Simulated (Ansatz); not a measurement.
Each is relaxed and computed with plane-wave PAW r²SCAN (Ansatz code). Which is the only metal?
A) CaO, P6_3/mmc (Ca on 2d, O on 2c)
B) SiC, Pnma (Si on 4c, C on 4c)
C) SiMo2C, P6_3/mmc (Si on 2d, Mo on 4f, C on 2a)
D) Te2Mo, P6_3/mmc (Te on 4f, Mo on 2c)

C, SiMo2C, P6_3/mmc (Si on 2d, Mo on 4f, C on 2a). SiMo2C: metal; SiC: gap 3.02 eV (indirect); Te2Mo: gap 1.05 eV (indirect); CaO: gap 3.63 eV (direct). Built on a structure type that need not be the filed one of that space group: CaO, P6_3/mmc (Ca on 2d, O on 2c). Typed or built starts, not in the databases checked: SiMo2C, P6_3/mmc (Si on 2d, Mo on 4f, C on 2a); SiC, Pnma (Si on 4c, C on 4c). Not the usual ambient phase: SiC, Pnma (Si on 4c, C on 4c); CaO, P6_3/mmc (Ca on 2d, O on 2c). Weakly bound layers, chains or molecules computed without a dispersion correction, so cells and soft constants are ill determined: Te2Mo, P6_3/mmc (Te on 4f, Mo on 2c). All cells were relaxed under the symmetry of their starts (and spin orders); stability against distortions was not tested throughout. Rows with no word on spin ran without spin polarisation. Spin–orbit coupling is left out wherever it is not named.

Potentials: the later of the program's two PAW sets.
